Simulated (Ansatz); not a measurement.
**BP: computed property card**

BP:
```
BP
1.0
    3.26457     0.00000     0.00000
   -1.63228     2.82720     0.00000
    0.00000     0.00000     6.97688
B P
3 3
Direct
  0.50000   0.00000   0.50000
  0.00000   0.50000   0.16667
  0.50000   0.50000   0.83333
  0.50000   0.00000   0.00000
  0.00000   0.50000   0.66667
  0.50000   0.50000   0.33333
```

Space group P6_222 (No. 180); conventional cell a = b = 3.2646 Å, c = 6.9769 Å, α = β = 90.00°, γ = 120.00°.

Method: r²SCAN+D4 (plane waves, PAW; program Ansatz). The cell and atoms are relaxed at this level. Other levels are named where they apply.

**Cell and energy**

```json
{
  "volume_per_atom": "10.73 Å³",
  "density": "3.23 g/cm³",
  "Formation energy from the elements (no fitted shifts)": "0.035 eV/atom"
}
```

**Electronic structure**

```json
{
 "band_gap": "0.19 eV (indirect)",
 "valence_band_maximum": "at Γ",
 "conduction_band_minimum": "at M (3 equivalent valleys)",
 "smallest_direct_gap_on_the_standard_path": "2.66 eV",
 "electron_effective_mass": "0.17, 0.27, 0.30 mₑ (principal values)",
 "hole_effective_mass": "0.33, 0.41, 0.41 mₑ (principal values)",
 "HSE06 gap on the r²SCAN+D4 cell": "0.57 eV"
}
```

**Mechanics**

```json
{
  "Bulk modulus (Birch–Murnaghan fit)": "1810 kbar",
  "Pressure derivative B′": "4.0",
  "Elastic constants (relaxed ions, GPa)": "C11 = 443, C12 = 43.7, C13 = 64.7, C33 = 402, C44 = 218",
  "mechanical_stability": "stable (all eigenvalues of C positive)",
  "hill_bulk_and_shear_moduli": "182 and 201 GPa",
  "Young's modulus": "440 GPa",
  "Poisson's ratio": "0.10",
  "debye_temperature_from_the_elastic_constants": "1160 K"
}
```

**Charges**

```json
{
 "bader_charges": "B +0.48, P -0.48 e"
}
```

The start of the workflow was typed in or built on a structure type; neither database checked (COD, Materials Project) lists it. It is not the phase usual at ambient conditions (space group No. 216). Symmetry was held in the r²SCAN+D4 relaxation; whether a distortion lowers the energy is not shown. The references are the lowest solids computed at this level, not always the standard phases.

Potentials: the later of the program's two PAW sets.
